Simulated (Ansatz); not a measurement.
SiW:
```yaml
crystal:
  lattice:
    - [3.03085, 0.00000, 0.00000]
    - [0.00000, 3.03085, 0.00000]
    - [0.00000, 0.00000, 3.03085]
  atoms:
    - { symbol: W, position: [0.00000, 0.00000, 0.00000] }
    - { symbol: Si, position: [0.50000, 0.50000, 0.50000] }
```

Relaxed with PBEsol. Special points in fractions of this cell's reciprocal vectors: Γ (0.000, 0.000, 0.000); X (0.000, 0.500, 0.000); M (0.500, 0.500, 0.000); R (0.500, 0.500, 0.500).

Q: List the band energies nearest the Fermi level at these points for plane-wave PAW PBEsol (Ansatz code).

A: In eV from the Fermi level; about four levels below and three above (degenerate sets whole), none deeper than 8.9 eV; points with the same levels are listed once.

```tsv
k	below	above
Γ	-3.80 -3.80	1.88 1.88 1.88
X	-8.10 -2.54 -1.79 -1.79	2.44 4.17 5.32
M	-3.61 -3.61 -0.42 -0.42	4.26 5.33 5.36
R	-6.17 -6.17 -6.17 -3.52	3.25 3.25 3.25
```

Space group Pm-3m (CsCl type). A made-up cell: these elements were put on the sites of a structure type; neither database checked (COD, Materials Project) lists it. Whether it is the stable phase at ambient conditions was not checked. Symmetry was held in the PBEsol relaxation; its stability against distortions is not shown here. No spin polarisation was allowed. Scalar-relativistic: spin–orbit coupling is off unless named, which matters more the heavier the elements.

Potentials: the earlier of the program's two PAW sets. The files were generated under PBE; for other functionals the program regenerates the frozen cores, and for LDA and PBEsol the local potential too.
